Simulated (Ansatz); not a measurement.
**InSb$_{3}$: all-electron results**

```
In Sb
1.0
     0.00000    3.79455    3.79455
     3.79455    0.00000    3.79455
     3.79455    3.79455    0.00000
In Sb
1 3
Direct
  0.00000 0.00000 0.00000
  0.25000 0.25000 0.25000
  0.75000 0.75000 0.75000
  0.50000 0.50000 0.50000
```

Atoms are numbered in the order listed.

The cell is the one relaxed in the Materials Project (mp-975512), not relaxed further here; entries there can be hypothetical.

No spin–orbit coupling, which matters for the heavy atoms here.

Methods: DFT, PBE, all-electron LAPW, scalar-relativistic (Ansatz 0.2.0); DFT, PBE, PAW with Ansatz's default frozen-core files, scalar-relativistic (Ansatz 0.2.0).

For LAPW: a Γ-centred 9×9×9 k mesh, Fermi–Dirac smearing of 0.05 eV, basis error target 0.5 meV/atom, no spin polarisation. PAW takes a cutoff of 420 eV at this cell. The Ansatz runs share mesh, smearing and spin set-up. Values come from LAPW unless marked.

* Band gap: none: bands cross the Fermi level, a metal
* Density of states at the Fermi level (0.2 eV bin): 2.77 states/eV per cell
* Pressure at this cell: 3.5 kbar
* Volume per atom: 27.32 Å³

Q: Löwdin charges (with 0.16 e of the cell spilling out of the atomic basis, so their sizes and signs hang on that basis): what does the calculation give?

A: In1 -0.29, Sb2 0.13, Sb4 0.19 e.

Q: Predict this quantity. Bader charges (from the PAW run).

A: In1 +0.28, Sb2 -0.15, Sb4 +0.02 e.
